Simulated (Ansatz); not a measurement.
Cu$_{3}$Pt:
```cif
data_Cu3Pt
_chemical_formula_sum 'Cu3 Pt1'
_space_group_name_H-M_alt 'Pm-3m'
_space_group_IT_number 221
_space_group_name_Hall '-P 4 2 3'
_cell_length_a 3.62961
_cell_length_b 3.62961
_cell_length_c 3.62961
_cell_angle_alpha 90.000
_cell_angle_beta 90.000
_cell_angle_gamma 90.000
loop_
_atom_site_label
_atom_site_type_symbol
_atom_site_symmetry_multiplicity
_atom_site_Wyckoff_symbol
_atom_site_fract_x
_atom_site_fract_y
_atom_site_fract_z
_atom_site_occupancy
Cu1 Cu 3 c 0.00000 0.50000 0.50000 1
Pt1 Pt 1 a 0.00000 0.00000 0.00000 1
```

This is the LDA-relaxed structure.

Question: All from the program Ansatz at the LDA level (PAW), unless another level is named. Estimate the density of states at the Fermi level.

Answer: 0.53 states/eV per atom (mean over ±0.08 eV).

Question: Give the formation energy from the elements (no fitted shifts).

Answer: -0.13 eV/atom.

The workflow started from a Materials Project entry (that database holds measured and hypothetical structures alike); the Crystallography Open Database files this formula in space group No. 221, but the cells were not matched. Its standing as an ambient phase is unchecked. The LDA relaxation kept the symmetry of its start; of distortions, only those at the zone centre were tested. No spin polarisation was allowed. The references are the lowest solids computed at this level, not always the standard phases. Scalar-relativistic: spin–orbit coupling is off unless named, which matters more the heavier the elements.

Potentials: the later of the program's two PAW sets.
